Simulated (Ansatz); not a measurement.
Method: r2SCAN, no spin polarisation; PAW, plane waves to 500 eV, 8×8×4 Γ-centred mesh, fermi-dirac occupations (width 0.1076 eV) (Ansatz 0.2.0), atoms fixed.

Computed maps in the lattice plane spanned by a (left to right, 4.95 Å, 15 points from zero) and b (bottom to top, 4.95 Å, 15 points from zero), 120° apart, at height 0.250 along c. The fields are smooth PAW ones with compensation charges, not the true ones near nuclei.

Valence density. Digits on a logarithmic scale: 0 up to 0.03 e/Å³, each further digit a factor of 1.6, 9 from 1.3 e/Å³ up:
```
777776555677777
876655555566788
976554445567999
975544445579999
965444445699999
755444455799999
655444556799997
655555566789876
765556777777777
976679998777899
976799999779999
977999998789999
878999997799999
778999976799998
678999766799987
```

ELF. Ten even steps from '0' (0.15) to '9' (0.74):
```
112210141012211
322112442112233
721333333312799
811332233118979
502321232059339
114322341189598
244333442389983
212332122245422
101310132222223
511115884242488
822289995225999
722793594249539
313973982289379
113999832389993
313785122158731
```

Task: The cell is FeMo₂. Which atoms lie within 0.2 Å of this plane, and where (fractions of a and b)?

Result: Mo at (0.83, 0.66), Mo at (0.34, 0.17), Mo at (0.83, 0.17). The whole cell:
```
CELL_PARAMETERS angstrom
4.94785 0.00000 0.00000
-2.47392 4.28496 0.00000
0.00000 0.00000 8.05033
ATOMIC_POSITIONS crystal
Mo 0.83031 0.66062 0.25000
Mo 0.16969 0.83031 0.75000
Mo 0.33938 0.16969 0.25000
Mo 0.16969 0.33938 0.75000
Mo 0.83031 0.16969 0.25000
Mo 0.66062 0.83031 0.75000
Mo 0.00000 0.00000 0.00000
Mo 0.00000 0.00000 0.50000
Fe 0.33330 0.66670 0.06161
Fe 0.66660 0.33330 0.56161
Fe 0.33330 0.66670 0.43839
Fe 0.66670 0.33340 0.93839
```

Origin: a known structure type with other elements, at an estimated volume, so it need not be a known compound. Caveats: no spin polarisation, so a magnetic state may lie lower.
